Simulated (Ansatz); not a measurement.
Consider the following.

RuS₂:
```yaml
crystal:
  lattice:
    - [5.63335, 0.00000, 0.00000]
    - [0.00000, 5.63335, 0.00000]
    - [0.00000, 0.00000, 5.63335]
  atoms:
    - { symbol: Ru, position: [0.00000, 0.50000, 0.50000] }
    - { symbol: Ru, position: [0.50000, 0.50000, 0.00000] }
    - { symbol: Ru, position: [0.50000, 0.00000, 0.50000] }
    - { symbol: Ru, position: [0.00000, 0.00000, 0.00000] }
    - { symbol: S, position: [0.38794, 0.11206, 0.88794] }
    - { symbol: S, position: [0.61206, 0.88794, 0.11206] }
    - { symbol: S, position: [0.11206, 0.88794, 0.38794] }
    - { symbol: S, position: [0.88794, 0.11206, 0.61206] }
    - { symbol: S, position: [0.88794, 0.38794, 0.11206] }
    - { symbol: S, position: [0.11206, 0.61206, 0.88794] }
    - { symbol: S, position: [0.61206, 0.61206, 0.61206] }
    - { symbol: S, position: [0.38794, 0.38794, 0.38794] }
```

This is the r²SCAN-relaxed structure.

**Question.** All from the program Ansatz at the r²SCAN level (PAW), unless another level is named. Predict the smallest direct gap on the standard path.

**Answer.** 1.16 eV.

**Question.** Next, the band gap?

**Answer.** 0.89 eV (indirect).

**Question.** What about the formation energy from the elements (no fitted shifts)?

**Answer.** -705 meV/atom.

**Question.** And the conduction-band minimum?

**Answer.** at Γ.

**Question.** Give the valence-band maximum.

**Answer.** on the Γ–X line, 90 % of the way from Γ.

Space group Pa-3. The r²SCAN relaxation kept the symmetry of its start. The run is not spin-polarised. The references are the lowest solids computed at this level, not always the standard phases. Spin–orbit coupling is left out wherever it is not named.

Potentials: the earlier of the program's two PAW sets.
